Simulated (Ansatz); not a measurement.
Consider the following.

CdS:
```cif
data_CdS
_chemical_formula_sum 'S1 Cd1'
_space_group_name_H-M_alt 'P 1'
_space_group_IT_number 1
_cell_length_a 4.15624
_cell_length_b 4.15624
_cell_length_c 4.15624
_cell_angle_alpha 60.000
_cell_angle_beta 60.000
_cell_angle_gamma 60.000
loop_
_space_group_symop_operation_xyz
  'x, y, z'
loop_
_atom_site_label
_atom_site_type_symbol
_atom_site_fract_x
_atom_site_fract_y
_atom_site_fract_z
_atom_site_occupancy
S1 S 0.75000 0.75000 0.75000 1
Cd1 Cd 0.00000 0.00000 0.00000 1
```

This is the r²SCAN-relaxed structure.

All from r²SCAN in the plane-wave PAW code Ansatz, unless another level is named. Give the hole effective mass, band 3 of 3 at the edge.

0.17 along [100], 0.14 along [110], 0.14 along [111] (mₑ).

And the electron effective mass with spin–orbit coupling?

0.15 mₑ (isotropic).

What about the HSE06 gap on the r²SCAN cell?

2.11 eV.

Space group F-43m (zinc blende). The r²SCAN relaxation kept the symmetry of its start. Scalar-relativistic: spin–orbit coupling is off unless named, which matters more the heavier the elements.

Potentials: the later of the program's two PAW sets.
